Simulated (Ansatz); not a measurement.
CaB6: do energies and stresses tell the same story?

Computed with DFT PBEsol, scalar-relativistic, plane waves, PAW (Ansatz 0.2.0).

Cutoff 420 eV; k points 10×10×10 on the computed 7-atom cell (Γ-centred); Gaussian smearing, width 0.10 eV; no spin polarisation.

Relaxed cell: Pm-3m, a = 4.127 Å, b = 4.127 Å, c = 4.127 Å, α = 90.00°, β = 90.00°, γ = 90.00°, 7 atoms in the primitive cell. Whether it is the stable form of this composition wasn't checked.

Energies at zero smearing and pressures from the stress tensor, at volumes with shape and atoms relaxed:
```tsv
V (Å³/atom)	E − E(first) (meV/atom)	P (GPa)
8.839	0.00	24.44
9.140	-38.81	17.00
9.441	-64.56	10.53
9.743	-78.96	4.90
10.044	-83.45	0.00
10.345	-79.35	-4.28
10.647	-67.73	-8.00
11.049	-42.20	-12.24
```

Check P = −dE/dV between neighbouring volumes, and get the bulk modulus from the pressures alone.

With 1 eV/Å³ = 160.2 GPa:
```csv
middle V (Å³/atom),−ΔE/ΔV (GPa),mean P (GPa)
8.989,20.636,20.718
9.291,13.694,13.764
9.592,7.656,7.715
9.893,2.385,2.448
10.195,-2.182,-2.140
10.496,-6.179,-6.140
10.848,-10.178,-10.120
```

The two differ by 0.08 GPa at most. The mean of two end pressures misses the average over a step by about ΔV² P″/12, up to 0.09 GPa here; with that taken off 0.01 GPa remains. Around V = 10.044 Å³/atom, the two neighbours give B = −V ΔP/ΔV = 10.044 × 9.18 / 0.603 = 152.9 GPa, against B0 = 152.4 GPa from the Birch–Murnaghan fit of the energies.

Cost: 9 runs of about 2.3 core-minutes in all, on Intel Xeon Platinum 8488C (Sapphire Rapids) (shared hosts).